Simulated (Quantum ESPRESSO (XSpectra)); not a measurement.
O K-edge X-ray absorption spectrum (XANES) of ZnInGaO4 (R3m)

```xyz
7
Lattice="1.6803 0.9701 8.7134 -1.6803 0.9701 8.7134 0.0000 -1.9403 8.7134" Properties=species:S:1:pos:R:3 pbc="T T T"
Zn     0.0000     0.0000     5.7085
In     0.0000     0.0000     0.0724
Ga     0.0000     0.0000    20.5733
O      0.0000     0.0000     7.7150
O      0.0000     0.0000    18.5950
O      0.0000     0.0000     3.1818
O      0.0000     0.0000    22.5746
```

Geometry: Materials Project entry mp-1215688 (a computed structure). The cell is the entry's, not relaxed again.

Absorber: atom 6, O on Wyckoff site a (site symmetry 3m), with 3 Ga at 1.94 Å.

Model: LDA, full core hole, dipole K-edge X-ray absorption, plane waves, Troullier-Martins potentials made with ld1.x and PseudoDojo potentials for the other elements (Perdew-Zunger form enforced), scalar-relativistic, no spin, constant broadening; program: Quantum ESPRESSO (XSpectra).

49-atom cell (absorber images 8.9 Å apart), 70 Ry, k meshes 2×2×2 (SCF) and 3×3×3 (spectrum), Lorentzian half width 0.5 eV. The ground-state test found a gap, so occupations are fixed and the excited electron is left out (charged cell on a uniform background); energies count from the highest occupied level. Field directions run: x; z, weighted by the site's symmetry in the crystal. Intensities are scaled to a mean of 1 over 0–35 eV.

| E (eV) | intensity (scaled) |
|---|---|
| -5.0 | 0.03 |
| -4.5 | 0.03 |
| -4.0 | 0.03 |
| -3.5 | 0.03 |
| -3.0 | 0.04 |
| -2.5 | 0.04 |
| -2.0 | 0.05 |
| -1.5 | 0.05 |
| -1.0 | 0.06 |
| -0.5 | 0.07 |
| 0.0 | 0.09 |
| 0.5 | 0.11 |
| 1.0 | 0.14 |
| 1.5 | 0.19 |
| 2.0 | 0.28 |
| 2.5 | 0.44 |
| 3.0 | 0.72 |
| 3.5 | 1.19 |
| 4.0 | 1.93 |
| 4.5 | 2.43 |
| 5.0 | 2.38 |
| 5.5 | 2.31 |
| 6.0 | 2.44 |
| 6.5 | 2.19 |
| 7.0 | 1.81 |
| 7.5 | 1.39 |
| 8.0 | 1.22 |
| 8.5 | 1.05 |
| 9.0 | 0.99 |
| 9.5 | 1.10 |
| 10.0 | 1.29 |
| 10.5 | 1.49 |
| 11.0 | 1.64 |
| 11.5 | 1.44 |
| 12.0 | 1.35 |
| 12.5 | 1.23 |
| 13.0 | 0.95 |
| 13.5 | 0.71 |
| 14.0 | 0.64 |
| 14.5 | 0.60 |
| 15.0 | 0.56 |
| 15.5 | 0.50 |
| 16.0 | 0.51 |
| 16.5 | 0.53 |
| 17.0 | 0.57 |
| 17.5 | 0.83 |
| 18.0 | 1.14 |
| 18.5 | 1.29 |
| 19.0 | 1.20 |
| 19.5 | 1.06 |
| 20.0 | 0.96 |
| 20.5 | 0.88 |
| 21.0 | 1.00 |
| 21.5 | 1.13 |
| 22.0 | 1.06 |
| 22.5 | 0.99 |
| 23.0 | 0.88 |
| 23.5 | 0.79 |
| 24.0 | 0.75 |
| 24.5 | 0.77 |
| 25.0 | 0.93 |
| 25.5 | 1.05 |
| 26.0 | 0.98 |
| 26.5 | 0.89 |
| 27.0 | 0.84 |
| 27.5 | 0.76 |
| 28.0 | 0.66 |
| 28.5 | 0.63 |
| 29.0 | 0.70 |
| 29.5 | 0.81 |
| 30.0 | 0.84 |
| 30.5 | 0.80 |
| 31.0 | 0.84 |
| 31.5 | 0.90 |
| 32.0 | 0.93 |
| 32.5 | 0.89 |
| 33.0 | 0.84 |
| 33.5 | 0.78 |
| 34.0 | 0.70 |
| 34.5 | 0.68 |

The absolute edge energy is not computed.
